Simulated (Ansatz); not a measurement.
Space group P-3m1 (No. 164). a = 4.560 Å, b = 4.560 Å, c = 11.172 Å, α = 90.00°, β = 90.00°, γ = 120.00°
```csv
atom,site,symmetry,x,y,z
Te,2d,3m.,0.3333,0.6667,0.6734
Pb,2d,3m.,0.6667,0.3333,0.8473
Pb,1b,-3m.,0.0000,0.0000,0.5000
Se,1a,-3m.,0.0000,0.0000,0.0000
```

Equation of state of this Te2Pb3Se structure (not necessarily the ground state), with shape and atoms relaxed at each volume where symmetry leaves them free. Computed with DFT PBE, scalar-relativistic, plane waves, PAW (Ansatz 0.2.0).

Plane waves to 420 eV, a k mesh through Γ of 6×6×4 on the computed 6-atom cell and Gaussian smearing (0.02 eV); no spin polarisation.

```json
{"V (Å³/atom)": "29.510", "E − E(largest V) (meV/atom)": "42.25", "P (GPa)": "6.99", "gap on mesh (eV)": "0.36"}
{"V (Å³/atom)": "30.516", "E − E(largest V) (meV/atom)": "5.48", "P (GPa)": "4.78", "gap on mesh (eV)": "0.45"}
{"V (Å³/atom)": "31.522", "E − E(largest V) (meV/atom)": "-18.54", "P (GPa)": "2.92", "gap on mesh (eV)": "0.54"}
{"V (Å³/atom)": "32.528", "E − E(largest V) (meV/atom)": "-31.78", "P (GPa)": "1.34", "gap on mesh (eV)": "0.62"}
{"V (Å³/atom)": "33.534", "E − E(largest V) (meV/atom)": "-35.90", "P (GPa)": "0.00", "gap on mesh (eV)": "0.69"}
{"V (Å³/atom)": "34.540", "E − E(largest V) (meV/atom)": "-32.27", "P (GPa)": "-1.13", "gap on mesh (eV)": "0.75"}
{"V (Å³/atom)": "35.547", "E − E(largest V) (meV/atom)": "-22.09", "P (GPa)": "-2.09", "gap on mesh (eV)": "0.80"}
{"V (Å³/atom)": "36.888", "E − E(largest V) (meV/atom)": "0.00", "P (GPa)": "-3.15", "gap on mesh (eV)": "0.86"}
```

**Question.** Fit a third-order Birch–Murnaghan equation, E = E0 + (9V0B0/16)·[(x − 1)³B0' + (x − 1)²(6 − 4x)] with x = (V0/V)^(2/3), to E(V).

**Answer.** V0 = 33.54 Å³/atom, B0 = 41 GPa, B0' = 4.5.

Spin-orbit coupling is left out, which matters for the bands of heavy elements.

The cell was found from a structure generator's guess, not taken from experiment.
